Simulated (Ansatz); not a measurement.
InP (zinc blende)

```
InP
1.0
    0.00000     2.95351     2.95351
    2.95351     0.00000     2.95351
    2.95351     2.95351     0.00000
P In
1 1
Cartesian
  4.43026   4.43026   4.43026
  0.00000   0.00000   0.00000
```

In each cell atom 1 (P, nearest neighbour In at 2.558 Å; its periodic images, 4.2 Å or more away, move with it) moves by s·(0.000, 0.000, 1.000) (along Cartesian z), the rest being held.

The numbers are results of r2SCAN (plane waves to 500 eV, PAW, scalar-relativistic; Ansatz, an electronic-structure program), not measurements. k mesh 8×8×8 (Γ-centred), Fermi-Dirac smearing 0.05 eV. Energies are smeared free energies. InP was relaxed with its symmetry unable to fall. The zero of ΔE is the undisplaced structure.

```json
[
 {"s (Å)": "-0.770", "ΔE (meV/cell)": "withheld"},
 {"s (Å)": "-0.616", "ΔE (meV/cell)": "1291"},
 {"s (Å)": "-0.462", "ΔE (meV/cell)": "773"},
 {"s (Å)": "-0.308", "ΔE (meV/cell)": "359"},
 {"s (Å)": "-0.154", "ΔE (meV/cell)": "92"},
 {"s (Å)": "0.000", "ΔE (meV/cell)": "0"},
 {"s (Å)": "0.154", "ΔE (meV/cell)": "92"},
 {"s (Å)": "0.308", "ΔE (meV/cell)": "359"},
 {"s (Å)": "0.462", "ΔE (meV/cell)": "773"},
 {"s (Å)": "0.616", "ΔE (meV/cell)": "1291"},
 {"s (Å)": "0.770", "ΔE (meV/cell)": "withheld"}
]
```

**Question.** Fit an even polynomial form (powers 2, 4) to the given rows and predict ΔE at s = 0.770.

**Answer.** Least squares on the 9 given rows: ΔE = (3907)·s² + (-1330)·s⁴, in meV/cell with s in Å; root-mean-square residual 0.2 meV/cell. At 0.770 the fit gives 1849 meV/cell; the calculation gives 1866 meV/cell, so the extrapolation is off by -17 (-0.9 %). The quadratic term alone would give 2316 meV/cell.

(A displaced cell: forces are minus the slopes of the energy, force constants its curvatures, and phonons follow from these.)
